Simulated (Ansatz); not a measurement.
Consider the following.

Mg$_{2}$FeH$_{6}$ (space group Fm-3m)

```
CELL_PARAMETERS angstrom
      0.00000     3.17202     3.17202
      3.17202     0.00000     3.17202
      3.17202     3.17202     0.00000
ATOMIC_POSITIONS crystal
  Mg 0.25000 0.25000 0.25000
  Mg 0.75000 0.75000 0.75000
  Fe 0.00000 0.00000 0.00000
  H  0.75561 0.24439 0.75561
  H  0.24439 0.75561 0.24439
  H  0.75561 0.24439 0.24439
  H  0.24439 0.75561 0.75561
  H  0.75561 0.75561 0.24439
  H  0.24439 0.24439 0.75561
```

Equation-of-state scan: isotropic scaling of the cell above, V₀ being its volume. The atoms relax within the cell's symmetry.

The numbers are results of PBEsol (plane waves to 420 eV, PAW, scalar-relativistic; Ansatz, an electronic-structure program), not measurements. k mesh 9×9×9 (Γ-centred), Fermi-Dirac smearing 0.05 eV. E stands for the smeared free energy. Compression counts positive. Mg2FeH6 is run without spin polarisation. Mg2FeH6 was relaxed with its symmetry unable to fall. The zero of ΔE is the relaxed starting cell.

The scan covers V/V₀ from 0.900 to 1.100 in 11 points.

Task: What is ΔE at V/V₀ = 0.900?

Result: 21.9 meV/atom.

Task: What is ΔE at V/V₀ = 1.100?

Result: 15.8 meV/atom.

Task: What pressure does the cell carry at V/V₀ = 0.900?

Result: 10.8 GPa.

(A scan under strain: stresses follow from slopes of the energy per volume, elastic moduli from its curvatures.)
